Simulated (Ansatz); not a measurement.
Input and command of a calculation in Ansatz (plane waves; scalar-relativistic PAW potentials unless the input names others):

```yaml
crystal:
  lattice:
    - [9.0999615351, 0.0, 0.0]
    - [-4.5499807676, 7.8807978628, 0.0]
    - [0.0, 0.0, 4.386302318]
  atoms:
    - { symbol: Sr, position: [0.7975342389, 0.5950684779, 0.25] }
    - { symbol: Sr, position: [0.2024657611, 0.7975342389, 0.75] }
    - { symbol: Sr, position: [0.4049315221, 0.2024657611, 0.25] }
    - { symbol: Sr, position: [0.2024657611, 0.4049315221, 0.75] }
    - { symbol: Sr, position: [0.7975342389, 0.2024657611, 0.25] }
    - { symbol: Sr, position: [0.5950684779, 0.7975342389, 0.75] }
    - { symbol: Ru, position: [0.3333333333, 0.6666666667, 0.25] }
    - { symbol: Ru, position: [0.6666666667, 0.3333333333, 0.75] }
basis:
  ecutwfc: 420
kpoints:
  mp_grid: { grid: [6, 6, 8] }
hamiltonian:
  xc: pbe
scf:
  occupations: { method: gaussian, width: 1.0 }
  max_iter: 60
output:
  forces: true
  eigenvalues: true
  stress: true
```

```bash
ansatz run input.yaml --threads 1 --pin off --max-ram 2560MiB --backend cpu --events-out ev --progress --plain --runs-dir out
```

Abridged log:
```
Basis set: ecut = 420 eV, 6147 PW (Γ), exchange–correlation on 128×128×60 points (8 copies of the dense FFT grid, shifted against one another)
Bands: 66, of which v1, the nominal top of the filled ones, is band 46 counted from 1 (45 counted from 0)
Symmetry: 24 space group operations
k-points: 35 of 288
SCF iter   1: F=—  HF=-33021.112374 eV  |F-HF|=—  |Δ(HF+E_count)|=         —  Δρ=8.78e-3  dr2=8.27e-1  ethr=1.77e-3  ⟨swp⟩=10.7  Hψ=12285  notcnv=0
SCF iter   2: F=—  HF=-33021.075652 eV  |F-HF|=—  |Δ(HF+E_count)|=   3.67e-2  Δρ=4.93e-3  dr2=2.91e-1  ethr=8.98e-4  ⟨swp⟩=1.0  Hψ=2660  notcnv=0
SCF iter   3: F=—  HF=-33021.057354 eV  |F-HF|=—  |Δ(HF+E_count)|=   1.83e-2  Δρ=1.20e-3  dr2=9.32e-3  ethr=3.16e-4  ⟨swp⟩=1.1  Hψ=2314  notcnv=0
SCF iter   4: F=—  HF=-33021.056242 eV  |F-HF|=—  |Δ(HF+E_count)|=   1.11e-3  Δρ=4.80e-4  dr2=3.07e-3  ethr=1.01e-5  ⟨swp⟩=2.0  Hψ=3749  notcnv=0
SCF iter   5: F=—  HF=-33021.056010 eV  |F-HF|=—  |Δ(HF+E_count)|=   2.33e-4  Δρ=1.57e-4  dr2=4.59e-4  ethr=3.33e-6  ⟨swp⟩=1.0  Hψ=2311  notcnv=0
SCF iter   6: F=—  HF=-33021.055980 eV  |F-HF|=—  |Δ(HF+E_count)|=   2.95e-5  Δρ=5.63e-5  dr2=4.74e-5  ethr=4.99e-7  ⟨swp⟩=1.5  Hψ=2528  notcnv=0
SCF iter   7: F=—  HF=-33021.056231 eV  |F-HF|=—  |Δ(HF+E_count)|=   2.51e-4  Δρ=1.25e-5  dr2=1.34e-6  ethr=5.15e-8  ⟨swp⟩=2.0  Hψ=3022  notcnv=0
SCF iter   8: F=-33021.056231 eV  HF=-33021.056231 eV  |F-HF|=3.48e-8  |Δ(HF+E_count)|=   2.34e-7  Δρ=4.21e-6  dr2=8.47e-8  ethr=1.09e-10  ⟨swp⟩=8.0  Hψ=12331  notcnv=0
SCF 1 converged in 8 iterations: F = -33021.056231 eV  dr2 = 8.47e-8
SCF converged after 8 iterations
Free energy (F): -33021.056231 eV
Harris-Foulkes:  -33021.056231 eV  (|F-HF|=3.48e-8)
Internal energy: -33016.636960 eV  (E = F + TS)
E sigma→0 (E₀):  -33018.846596 eV
Entropy (-TS):   -4.419271 eV (-552.409 meV/atom)
Fermi energy:    6.972396 eV
--- Forces (eV/Å), atoms counted from 1 ---
  atom   1  Sr     0.00000000     0.30415482     0.00000000
  atom   2  Sr    -0.26340580     0.15207741     0.00000000
  atom   3  Sr    -0.26340580    -0.15207741     0.00000000
  atom   4  Sr     0.00000000    -0.30415482     0.00000000
  atom   5  Sr     0.26340580    -0.15207741     0.00000000
  atom   6  Sr     0.26340580     0.15207741     0.00000000
  atom   7  Ru     0.00000000     0.00000000     0.00000000
  atom   8  Ru     0.00000000     0.00000000     0.00000000
--- Stress (GPa, compression-positive) ---
        1.207691       0.000000       0.000000
        0.000000       1.207691       0.000000
        0.000000       0.000000       1.525267
  P = ⅓ Tr σ = 1.3135 GPa (13.135 kbar)
```

**Question.** What should be changed?

**Answer.** The fault is a smearing of electronvolts (scf.occupations: {"method": "gaussian", "width": 0.1} → {"method": "gaussian", "width": 1.0}, the first being the value of the sound run). Setting it back cures it. The run converged all the same, with an energy at zero smearing 25.57 meV/atom above the reference's, pressure 1.31 GPa, largest force 0.304 eV/Å, no gap on the mesh, so convergence alone doesn't show that an input is right. A reference run on usual settings, whose relaxation ended at this geometry, converged, and the end of its own relaxation has pressure 0.00 GPa, largest force 0.005 eV/Å, no gap on the mesh.

Time: 43 s on 1 thread of Arm Neoverse V1, with other jobs on the host, peak memory 0.79 GiB.